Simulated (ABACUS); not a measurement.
## Convergence series on LiScF4 (I4_1/a, 12 atoms in the cell; from Materials Project mp-559598, lattice scaled a little)

```xyz
12
Lattice="-2.5541 2.5541 5.1409 2.5541 -2.5541 5.1409 2.5541 2.5541 -5.1409" Properties=species:S:1:pos:R:3 pbc="T T T"
Li     0.0000     0.0000     0.0000
Li     0.0000     2.5541     2.5704
Sc     2.5541     0.0000     2.5704
Sc     0.0000     0.0000     5.1409
F      1.4794     0.9103     0.8274
F      1.6438     1.4794    -1.7431
F      1.0747     1.6438     5.9682
F      0.9103     1.0747     3.3978
F      1.0747    -0.9103     6.8839
F      0.9103     3.6288    -0.8274
F      1.4794     3.4644     1.7431
F      1.6438    -1.0747     4.3135
```

Computed with PBEsol, numerical atomic orbitals DZP (confined pseudo-atomic orbitals; energy shift 0.01 Ry), PseudoDojo 0.4 standard norm-conserving PBEsol (tails mended) pseudopotentials in ABACUS.

The atom-centred basis is finite, which shifts total energies, pressures, gaps and forces against plane waves. The structure comes from a collection of computed structures, made at another level of theory; the collection holds predicted forms beside known ones. Its lattice was then scaled.

Held fixed: basis = DZP numerical atomic orbitals, energy shift 0.01 Ry; KPT = Gamma 6 6 6 0 0 0; basis_type = lcao; dft_functional = PBESOL; smearing_method = fixed; potentials = PseudoDojo 0.4 standard norm-conserving PBEsol (tails mended); symmetry = 1; ks_solver = scalapack_gvx; scf_nmax = 100; scf_thr = 1.0e-06; mixing_type = broyden; mixing_beta = 0.7.

ΔF is the free energy per atom less that of the last row (200 Ry).

The series runs over ecutwfc = 40 Ry; 50 Ry; 60 Ry; 70 Ry; 80 Ry; 90 Ry; 100 Ry; 115 Ry; 130 Ry; 150 Ry; 175 Ry; 200 Ry.

Question: From which setting on does every force vector stay within 0.005 eV/Å of the last one?

Answer: From ecutwfc = 50 Ry on; the one before it is off by 0.0085 eV/Å.

```
ecutwfc  ΔF (meV/atom)  pressure (GPa)  largest force (eV/Å)  gap on the mesh (eV)  largest change of a force vector from the last row (eV/Å)
-------  -------------  --------------  --------------------  --------------------  ---------------------------------------------------------
40 Ry            -13.9           -8.60                 0.321                 5.667                                                      0.009
50 Ry            -1.02          -10.00                 0.323                 5.669                                                      0.002
60 Ry            -0.08          -10.16                 0.321                 5.669                                                      0.002
70 Ry            -0.01          -10.17                 0.321                 5.669                                                      0.002
80 Ry             0.00          -10.18                 0.322                 5.669                                                      0.001
90 Ry             0.00          -10.18                 0.322                 5.669                                                      0.001
100 Ry            0.00          -10.19                 0.322                 5.669                                                      0.000
115 Ry            0.00          -10.19                 0.323                 5.669                                                      0.000
130 Ry            0.00          -10.19                 0.323                 5.669                                                      0.000
150 Ry            0.00          -10.19                 0.322                 5.669                                                      0.000
175 Ry            0.00          -10.19                 0.322                 5.669                                                      0.000
200 Ry            0.00          -10.19                 0.322                 5.669                                                      0.000
```

Gaps are taken between levels on the mesh.

The atomic orbitals were generated for these runs; they are not ABACUS's published sets and were checked against plane waves on a few crystals only.

“Tails mended”: in these copies of the files the far tail of each local potential was reset to the Coulomb form.
